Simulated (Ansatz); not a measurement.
One crystal and one scan (energy against volume) at two levels, PBE (plane waves to 420 eV, PAW, scalar-relativistic; Ansatz, a quantum-chemistry and plane-wave program) and r2SCAN (plane waves to 500 eV, PAW, scalar-relativistic; Ansatz), each from its own relaxed cell and on its own mesh. The cell shown is that of PBE.

TiO2 (anatase)

```
TiO2
1.0
   -1.89921     1.89921     4.85192
    1.89921    -1.89921     4.85192
    1.89921     1.89921    -4.85192
Ti O
2 4
Direct
  0.50000   0.50000   0.00000
  0.25000   0.75000   0.50000
  0.29360   0.29360   0.00000
  0.04360   0.54360   0.50000
  0.45640   0.95640   0.50000
  0.70640   0.70640   0.00000
```

E(V) scan at fixed shape, V₀ the volume above. The atoms relax within the cell's symmetry.

The energy includes the smearing's −TS. The PAW data are Ansatz's earlier set. TiO2 is run without spin polarisation. TiO2 was relaxed with its symmetry unable to fall. With the shape held, the modulus is that of even scaling; a crystal free to change shape is softer. Both scans cover V/V₀ from 0.840 to 1.160.

ΔE (meV/atom), each from the relaxed starting cell of its own level:

```json
[
 {"V/V₀": "0.840", "PBE": "241.0", "r2SCAN": "258.0"},
 {"V/V₀": "0.867", "PBE": "158.3", "r2SCAN": "169.6"},
 {"V/V₀": "0.893", "PBE": "96.0", "r2SCAN": "102.9"},
 {"V/V₀": "0.920", "PBE": "51.2", "r2SCAN": "54.9"},
 {"V/V₀": "0.947", "PBE": "21.6", "r2SCAN": "23.2"},
 {"V/V₀": "0.973", "PBE": "5.1", "r2SCAN": "5.5"},
 {"V/V₀": "1.000", "PBE": "0.0", "r2SCAN": "0.0"},
 {"V/V₀": "1.027", "PBE": "4.7", "r2SCAN": "5.0"},
 {"V/V₀": "1.053", "PBE": "17.7", "r2SCAN": "19.1"},
 {"V/V₀": "1.080", "PBE": "38.1", "r2SCAN": "41.0"},
 {"V/V₀": "1.107", "PBE": "64.6", "r2SCAN": "withheld"},
 {"V/V₀": "1.133", "PBE": "96.5", "r2SCAN": "104.1"},
 {"V/V₀": "1.160", "PBE": "133.0", "r2SCAN": "143.5"}
]
```

Q: Estimate the r2SCAN value at 1.107 from the PBE value there and the ratio of the two levels in the two nearest given rows on that side of the minimum.

A: At 1.133 and 1.080 the ratio r2SCAN/PBE averages 1.077, which gives 1.077 × 64.6 = 69.6 meV/atom. The calculation gives 69.7 meV/atom, +7.9 % against PBE.

(A scan under strain: stresses follow from slopes of the energy per volume, elastic moduli from its curvatures.)
